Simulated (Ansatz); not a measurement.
B$_{2}$Ru:
```
CELL_PARAMETERS angstrom
      3.01953     0.00000     0.00000
     -1.50977     2.61499     0.00000
      0.00000     0.00000     3.27987
ATOMIC_POSITIONS crystal
  Ru 0.00000 0.00000 0.00000
  B  0.33333 0.66667 0.50000
  B  0.66667 0.33333 0.50000
```

Relaxed with PBE. Special points in fractions of this cell's reciprocal vectors: Γ (0.000, 0.000, 0.000); M (0.500, 0.000, 0.000); K (0.333, 0.333, 0.000); A (0.000, 0.000, 0.500); L (0.500, 0.000, 0.500); H (0.333, 0.333, 0.500).

Problem. List the band energies nearest the Fermi level at these points for the program Ansatz at the PBE level (PAW).

Solution. In eV from the Fermi level; about four levels below and three above (degenerate sets whole), none deeper than 8.9 eV; … stands for higher levels left out; points with the same levels are listed once.

| k | below | above |
|---|---|---|
| Γ | -4.61 -4.61 -3.42 -1.35 -1.35 | 1.71 1.71 5.00 5.00 |
| M | -5.03 -4.06 -1.92 -0.27 | 0.58 2.32 6.29 |
| K | -4.51 -4.51 -1.42 -1.42 -0.59 | 5.77 5.77 9.49 9.49 |
| A | -2.80 -2.80 -1.57 -1.35 -1.35 | 5.79 9.08 … |
| L | -6.15 -4.00 -0.65 -0.12 | 2.09 2.52 3.87 |
| H | -6.59 -4.95 -4.95 -0.63 | 1.86 1.86 2.53 2.53 |

Space group P6/mmm. The cell is a constructed one: a structure type filled with these elements; neither database checked (COD, Materials Project) lists it. COD files the formula under space group No. 59. Whether it is the stable phase at ambient conditions was not checked. The cell was relaxed with PBE under the symmetry of its start; its stability against distortions is not shown here. No spin polarisation was allowed. Scalar-relativistic: spin–orbit coupling is off unless named, which matters more the heavier the elements.

Potentials: the earlier of the program's two PAW sets.
